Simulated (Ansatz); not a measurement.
Space group C2/m (No. 12). a = 11.720 Å, b = 3.548 Å, c = 6.058 Å, α = 90.00°, β = 119.71°, γ = 90.00°
| atom | site | symmetry | x | y | z |
| --- | --- | --- | --- | --- | --- |
| Co | 4i | m | 0.2606 | 0.0000 | 0.2784 |
| Ni | 2a | 2/m | 0.0000 | 0.0000 | 0.0000 |
| Se | 4i | m | 0.1233 | 0.0000 | 0.4601 |
| Se | 4i | m | 0.3629 | 0.0000 | 0.0228 |

Equation of state of this Co$_{2}$NiSe$_{4}$ structure (not necessarily the ground state), with shape and atoms relaxed at each volume where symmetry leaves them free. It has no gap at any of these volumes. All numbers below come from Ansatz, DFT PBEsol, scalar-relativistic, plane waves, PAW.

Cutoff 420 eV; k points 10×10×8 on the computed 7-atom cell (Γ-centred); Gaussian smearing, width 0.10 eV; no spin polarisation.

| V (Å³/atom) | E − E(largest V) (meV/atom) | P (GPa) |
| --- | --- | --- |
| 13.754 | 56.85 | 19.57 |
| 14.223 | 9.22 | 13.22 |
| 14.691 | -21.47 | 7.96 |
| 15.160 | -38.10 | 3.59 |
| 15.629 | -43.12 | -0.01 |
| 16.098 | -38.57 | -2.96 |
| 16.567 | -26.19 | -5.36 |
| 17.192 | 0.00 | -7.87 |

Problem. Fit a third-order Birch–Murnaghan equation to E(V).

Solution. V0 = 15.63 Å³/atom, B0 = 108 GPa, B0' = 5.5.

Spin polarisation was left out, and a magnetic state may lie lower.